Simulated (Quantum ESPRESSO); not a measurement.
# Where does Si sit best among Ge sites?

These are calculations, not measurements. They come from pw.x of Quantum ESPRESSO 7.5, a plane-wave density functional program, with PseudoDojo standard norm-conserving files (v0.5 for PBE, v0.4.1 for LDA and PBEsol). The cells are made up: elements, strain and atom displacements were drawn at random, and nothing was relaxed. There is no spin polarisation, spin-orbit coupling or dispersion term.

The cell has 8 sites of a zincblende or diamond lattice. Sites 1 to 4 hold X X X X; sites 5 to 8 hold Ge Si Ge Ge. Cell vectors in Å: (5.474, -0.038, 0.047); (-0.038, 5.403, 0.074); (0.047, 0.074, 5.367). Settings: PBE, cutoff 1061 eV, 6 x 6 x 6 k mesh shifted by half a step, Fermi-Dirac smearing of 0.1 eV.

In each run one of the sites marked X holds Si and the others hold Ge; cell and positions stay the same. E is the free energy of the cell.

| site of the guest | first shell | mean distance (Å) | E above the lowest (eV) | P (GPa) | force on the guest (eV/Å) |
| --- | --- | --- | --- | --- | --- |
| 1 | Ge3Si | 2.462 | 0.517 | 18.42 | 1.837 |
| 2 | Ge3Si | 2.341 | 0.264 | 18.01 | 2.899 |
| 3 | Ge3Si | 2.241 | 0.000 | 17.66 | 3.372 |
| 4 | Ge3Si | 2.374 | 0.238 | 18.05 | 5.775 |

A rerun of one of these cells at 1347 eV and k mesh 8 x 8 x 8 moved values by no more than 0.003 eV in the cell's energy, 0.06 GPa in stress and 0.007 eV/Å in force.

## Reading the table

Site 3 is lowest, by 0.238 eV, over three times the rerun's bound. A straight line of energy against the mean distance has a slope of 2.3 ± 0.4 eV/Å, so the guest costs less on the tighter sites. The positions are random and not relaxed, so the differences hold for this frozen cell and are not site preferences of a real crystal.